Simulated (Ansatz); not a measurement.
Relaxed Zr (hcp, Mg type):

```
CELL_PARAMETERS angstrom
      3.18473     0.00000     0.00000
     -1.59237     2.75806     0.00000
      0.00000     0.00000     5.11724
ATOMIC_POSITIONS crystal
  Zr 0.33333 0.66667 0.75000
  Zr 0.66667 0.33333 0.25000
```

In each cell atom 1 (Zr, nearest neighbour Zr at 3.151 Å; its periodic images, 3.2 Å or more away, move with it) moves by s·(0.707, 0.707, 0.000) (along Cartesian [110]), the rest being held.

Level of theory: PBEsol (plane waves to 420 eV, PAW, scalar-relativistic; Ansatz, a quantum-chemistry and plane-wave program). k mesh 14×14×8 (Γ-centred), Fermi-Dirac smearing 0.05 eV. Stress and pressure are positive under compression. With partly filled bands, energies and forces of such displacements shift with the k mesh and the smearing. F∥ is the force on the atom along that direction. F⊥ is the part of the force across the line. The PAW data are Ansatz's earlier set. Zr is run without spin polarisation. Zr was relaxed with its symmetry unable to fall. 

| s (Å) | |F⊥| (eV/Å) | F∥ (eV/Å) | P (GPa) |
|---|---|---|---|
| -0.320 | 0.010 | 0.207 | -0.7 |
| -0.256 | 0.005 | 0.177 | -0.4 |
| -0.192 | 0.003 | 0.141 | -0.2 |
| -0.128 | 0.001 | 0.092 | -0.1 |
| -0.064 | 0.000 | 0.043 | 0.0 |
| 0.000 | 0.000 | 0.000 | 0.0 |
| 0.064 | 0.000 | -0.042 | 0.0 |
| 0.128 | 0.002 | -0.089 | -0.1 |
| 0.192 | 0.004 | -0.134 | -0.2 |
| 0.256 | 0.008 | [?] | -0.4 |
| 0.320 | 0.013 | [?] | -0.6 |

**Question.** Complete the blanks.

**Answer.** 
- 0.256, F∥ (eV/Å): -0.165
- 0.320, F∥ (eV/Å): -0.188

(For displaced atoms, the force is minus the slope of the energy, and its curvature is a force constant, which sets phonon frequencies.)
